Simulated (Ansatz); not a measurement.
**Sn: energy along a strain**

Sn, I4_1/amd, a = 5.880 Å, c = 3.199 Å (as given, not relaxed at this level: -0.1 GPa). Ansatz: r2SCAN, PAW, 500 eV, Γ-centred 16×16×16 mesh on 2 atoms, Gaussian smearing 0.15 eV; no spin polarisation. Cell vectors (Å): -2.940 2.940 1.599; 2.940 -2.940 1.599; 2.940 2.940 -1.599. The cell is strained by x per cent times the pattern (1 1 0 0 0 0) in the order xx yy zz yz xz xy (engineering shears), with fractional coordinates held. y is the free energy over the start, V0 = 27.650 Å³/atom.

```tsv
x (%)	y (meV/atom)
-6.00	99.58
-4.50	53.46
-3.00	?
-1.50	5.60
0.00	0.00
1.50	4.97
3.00	18.96
4.50	40.41
5.25	53.55
6.00	68.13
```

Question: Fit y = c2 x² + c3 x³ to the other rows, get the stiffness along the pattern, and predict the missing energy.

Answer: Least squares on the rows shown. y = 2.3262 x² − 0.072690 x³. The clamped-ion stiffness p·C·p = 2 × 23.26 eV × 160.2 / 27.650 Å³ = 270 GPa. At x = -3.00 the fit asked for gives 22.90 meV/atom. The run gave 22.90 meV/atom, the same to the digits shown.